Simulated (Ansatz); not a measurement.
The start is a generated trial cell of Zn in the hcp structure type. The structure is fully relaxed (lattice and positions, P = 0) with PBEsol (plane waves to 420 eV, PAW, scalar-relativistic; Ansatz, an electronic-structure program). The first steps use a coarse 14×14×7 k-mesh.

Input geometry:
```
CELL_PARAMETERS angstrom
      2.66000     0.00000     0.00000
     -1.33000     2.30363     0.00000
      0.00000     0.00000     4.93696
ATOMIC_POSITIONS crystal
  Zn 0.33333 0.66667 0.75000
  Zn 0.66667 0.33333 0.25000
```

Task: By how much does the energy per atom fall from start to end?

Result: 0.02 eV/atom.

Task: Is the relaxed structure metallic? Give its gap.

Result: No gap (metallic).

Task: Give the final cell and atomic positions.

Result: 
Space group P6₃/mmc (No. 194); a = b = 2.6354 Å, c = 4.6579 Å, α = β = 90.00°, γ = 120.00°

```tsv
atom	site	symmetry	x	y	z
Zn	2d	-6m2	0.6667	0.3333	0.2500
```

The space group stays P6₃/mmc (No. 194) (the run could not lower it); the end is hcp (Mg type), with 2 atoms in the primitive cell. Final values are on a 20×20×10 k-mesh of the relaxed cell. No spin polarisation in the result.

The run could not lose the symmetry of its start.

All atoms sit on sites fixed by symmetry, so only the cell could relax.
